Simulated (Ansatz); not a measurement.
According to plane-wave PAW PBEsol (Ansatz code), ZnInGaO4 in the trigonal phase (R3m; Pearson symbol hR7) relaxes to a = 3.315 Å, c = 25.752 Å. In has 6 nearest neighbours from 2.19 Å (octahedral); Ga has 5 nearest neighbours from 1.91 Å (trigonal bipyramidal). Its formation energy from the elements is -1664 meV/atom, with no fitted shifts.

The Kohn–Sham gap is 1.17 eV (direct). The valence maximum lies at Γ and the conduction minimum at Γ. HSE06 on the same cell gives 2.98 eV. Gap from PBEsol with spin–orbit coupling: 1.15 eV. Electrons at the band edge weigh 0.18, 0.19, 0.19 mₑ (principal values).

An equation-of-state fit gives a bulk modulus of 171 GPa. The relaxed-ion elastic constants in GPa are C11 = 251, C12 = 140, C13 = 125, C14 = -8.6, C33 = 258, C44 = 60.8. The elastic constants imply a Debye temperature near 450 K. Perturbation theory gives ε∞ = 4.63 (xx = yy), 4.61 (zz). Letting the ions move raises it to ε0 = 10.2 (xx = yy), 14.2 (zz). Born charges are Zn +2.19, In +3.20, Ga +3.04, O -2.12 to -2.08 e. Without the LO–TO term the highest mode at Γ lies at 625 cm^-1.

Symmetry was held in the PBEsol relaxation. The references are the lowest solids computed at this level, not always the standard phases (solids in place of the gases). Scalar-relativistic: spin–orbit coupling is off unless named, which matters more the heavier the elements.

Potentials: the earlier of the program's two PAW sets. The files were generated under PBE; for other functionals the program regenerates the frozen cores, and for LDA and PBEsol the local potential too.
